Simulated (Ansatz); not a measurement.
Values for one crystal, relaxed and computed with PBEsol (plane waves, PAW; program Ansatz); other levels are named.

| Quantity | Value |
|---|---|
| Volume per atom | 12.44 Å³ |
| Electronic character | metallic (no gap) |
| Debye temperature from the elastic constants | 815 K |
| Hill bulk and shear moduli | 188 and 158 GPa |
| Density of states at the Fermi level | 0.77 states/eV per atom (mean over ±0.08 eV) |
| Elastic constants (relaxed ions, GPa) | C11 = 397, C12 = 60.6, C13 = 79.2, C33 = 463, C44 = 140 |
| Mechanical stability | stable (all eigenvalues of C positive) |

Question: Which of these materials gives this?
A) SrSi2, I4_1/amd (Sr on 4a, Si on 8e)
B) VSi2, P6_222 (V on 3d, Si on 6j)
C) TiSi, CsCl type
D) CoSi, P-6m2 (Co on 1a, Si on 1f)

Answer: B, VSi2, P6_222 (V on 3d, Si on 6j)

The cell was relaxed with PBEsol under the symmetry of its start. No spin polarisation was allowed. As this level gives no gap, shear constants depend on the k-mesh and smearing (Fermi–Dirac, 0.1 eV here).

Potentials: the later of the program's two PAW sets.
